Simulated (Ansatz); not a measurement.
Ni3Se2 in space group R32 (No. 155; Ni on 9d, Se on 6c), plane-wave PAW r²SCAN (Ansatz code), all energies at zero smearing, with the estimated change up to a 700 eV cutoff added, with one set of potentials and settings (totals compare only within such a set). Cell of 5 atoms (3 Ni, 2 Se): -28493.574 eV.

```json
[
 {"element": "Ni", "reference phase": "Fm-3m, 1 atoms in the cell, spin-polarised", "E (eV/atom)": "-5845.2912"},
 {"element": "Se", "reference phase": "P3_121, 3 atoms in the cell", "E (eV/atom)": "-5478.1269"}
]
```

Formation energy per atom, worked out: (-28493.574 − 3×(-5845.2912) − 2×(-5478.1269))/5 = -0.289 eV/atom (-28 kJ per mol of atoms), at 0 K, without zero-point energy or fitted corrections.

The workflow started from a Materials Project entry (that database holds measured and hypothetical structures alike); the Crystallography Open Database files this formula in space group No. 155, but the cells were not matched. Whether it is the stable phase at ambient conditions was not checked. The cell was relaxed with r²SCAN under the symmetry of its start; its stability against distortions is not shown here. The run is not spin-polarised. The references are the lowest solids computed at this level, not always the standard phases.

Potentials: the later of the program's two PAW sets.
